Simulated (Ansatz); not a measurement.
TiC₂:
```yaml
crystal:
  lattice:
    - [2.59846, 0.00000, 0.00000]
    - [-1.29923, 2.25033, 0.00000]
    - [0.00000, 0.00000, 4.12512]
  atoms:
    - { symbol: Ti, position: [0.00000, 0.00000, 0.00000] }
    - { symbol: C, position: [0.33333, 0.66667, 0.55046] }
    - { symbol: C, position: [0.66667, 0.33333, 0.44954] }
```

Relaxed with PBEsol. Special points in fractions of this cell's reciprocal vectors: Γ (0.000, 0.000, 0.000); M (0.500, 0.000, 0.000); K (0.333, 0.333, 0.000); A (0.000, 0.000, 0.500); L (0.500, 0.000, 0.500); H (0.333, 0.333, 0.500).

**Question.** List the band energies nearest the Fermi level at these points for PBEsol in the plane-wave PAW code Ansatz.

**Answer.** In eV from the Fermi level; about four levels below and three above (degenerate sets whole), none deeper than 8.9 eV; points with the same levels are listed once.

| k | below | above |
|---|---|---|
| Γ | -4.54 -4.35 -4.35 | 0.84 0.84 0.95 |
| M | -7.41 -7.25 -3.11 -2.36 | 1.36 1.50 3.82 |
| K | -5.47 -5.47 -0.16 -0.16 | 2.46 3.96 3.96 |
| A | -4.18 -4.18 -2.68 | 0.39 0.39 1.72 1.72 |
| L | -5.75 -5.33 -1.43 -0.14 | 2.48 3.17 4.53 |
| H | -4.81 -4.81 | 0.33 0.39 0.39 |

Space group P-3m1. The start of the workflow was typed in or built on a structure type; neither database checked (COD, Materials Project) lists it. Its standing as an ambient phase is unchecked. Symmetry was held in the PBEsol relaxation; whether a distortion lowers the energy is not shown. No spin polarisation was allowed. Its formation energy is positive at this level, so the cell may be metastable or incomplete.

Potentials: the earlier of the program's two PAW sets. The files were generated under PBE; for other functionals the program regenerates the frozen cores, and for LDA and PBEsol the local potential too.
